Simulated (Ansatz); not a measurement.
An element in the sc structure gives these cold pressures by all-electron LAPW under PBEsol (Ansatz 0.2.0, scalar-relativistic, no spin polarisation).

```tsv
V (Å³/atom)	P (GPa)
13.14	0.06
11.56	21.8
10.25	56.7
8.93	122.6
7.62	253.4
6.57	457.9
5.65	793.1
```

Problem. Which element is it?

Solution. Cu. Its zero-pressure volume in this structure is near 13.1 Å³/atom; the volume and the steepness of P(V) together point to it, though neighbours can come close. Neighbours weren't tried against these numbers.
